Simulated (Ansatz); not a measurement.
A generator proposed this cell of Ta₃W₂.

```
CELL_PARAMETERS angstrom
1.44270 0.83294 11.77962
-1.44270 0.83294 11.77962
0.00000 -1.66589 11.77962
ATOMIC_POSITIONS crystal
Ta 0.20000 0.20000 0.20000
Ta 0.80000 0.80000 0.80000
Ta 0.00000 0.00000 0.00000
W 0.40000 0.40000 0.40000
W 0.60000 0.60000 0.60000
```

The calculation used DFT PBE, scalar-relativistic, plane waves, PAW in Ansatz. Plane waves to 420 eV, a k mesh through Γ of 6×6×6 on the computed 5-atom cell and Gaussian smearing (0.10 eV); no spin polarisation.

Energies over the elements count from the elements' standard structures at the same level, with no fitted energy shifts.

Q: How far from equilibrium is it?

A: The pressure is 11.3 GPa (the mean over three directions, positive in compression), the largest force is 0.51 eV/Å, and the energy is +0.40 eV/atom against the elements. The shortest distance is 2.89 Å.

Q: Is it a good guess?

A: A fair one: relaxing gains under 0.1 eV/atom (the start's value is from the coarse mesh, so the gain is rough) in 20 ionic steps and ends at +0.32 eV/atom on the finer mesh. The symmetry stays R-3m (No. 166). The volume per atom grows by 5.0 %, from 17.0 to 17.8 Å³. The shortest distance goes from 2.89 Å (Ta–W, Ta–Ta and W–W) to 2.79 Å (Ta–W). The ratio c/a of the conventional cell changes by a factor of 0.87. Conventional cell: a = 3.070 Å, c = 32.773 Å. Ta on a site of symmetry 3m has 3 W at 2.79 Å and 9 Ta at 2.91–3.07 Å; Ta on a site of symmetry -3m has 6 W at 2.79 Å and 6 Ta at 3.07 Å; W is surrounded by 6 Ta at 2.79 Å and 6 W at 3.07 Å.

The last run used a 12×12×12 mesh for its 5-atom cell and Gaussian smearing of 0.10 eV. These runs have no spin–orbit coupling, which can matter for Ta and W. The relaxation can't lower the symmetry of the start, and the grade says only how near the guess is to its own end. A structure relaxed within its symmetry needn't be a true minimum. Another cell of Ta3W2 relaxed alike, in Fmmm, lies 0.37 eV/atom lower, so this cell isn't the stable form at this level.
